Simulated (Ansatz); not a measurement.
InS:
```
InS
1.0
    4.37733     0.00000     0.00000
    0.00000    10.68074     0.00000
    0.00000     0.00000     3.95041
In S
4 4
Direct
  0.37994   0.62011   0.50000
  0.62006   0.37989   0.50000
  0.87994   0.87989   0.00000
  0.12006   0.12011   0.00000
  0.51014   0.84962   0.50000
  0.48986   0.15038   0.50000
  0.01014   0.65038   0.00000
  0.98986   0.34962   0.00000
```

PBEsol in the plane-wave PAW code Ansatz gives a gap of 0.81 eV without spin–orbit coupling, maximum on the Γ–X line, 74 % of the way from Γ, minimum on the Y–Γ line, 43 % of the way from Y.

Problem. What happens when spin–orbit coupling is switched on?

Solution. The gap is nearly the same, to 0.81 eV; maximum on the Γ–X line, 74 % of the way from Γ, minimum on the Y–Γ line, 43 % of the way from Y.

Problem. Give the electron effective mass with spin–orbit coupling.

Solution. 0.12, 0.43, 0.45 mₑ (principal values).

Problem. Give the hole effective mass with spin–orbit coupling.

Solution. 0.20, 0.33, 0.74 mₑ (principal values).

Space group Pnnm. The workflow started from a Materials Project entry (that database holds measured and hypothetical structures alike); the Crystallography Open Database files this formula in space group No. 58, but the cells were not matched. Whether it is the stable phase at ambient conditions was not checked. Symmetry was held in the PBEsol relaxation; its stability against distortions is not shown here.

Potentials: the later of the program's two PAW sets.
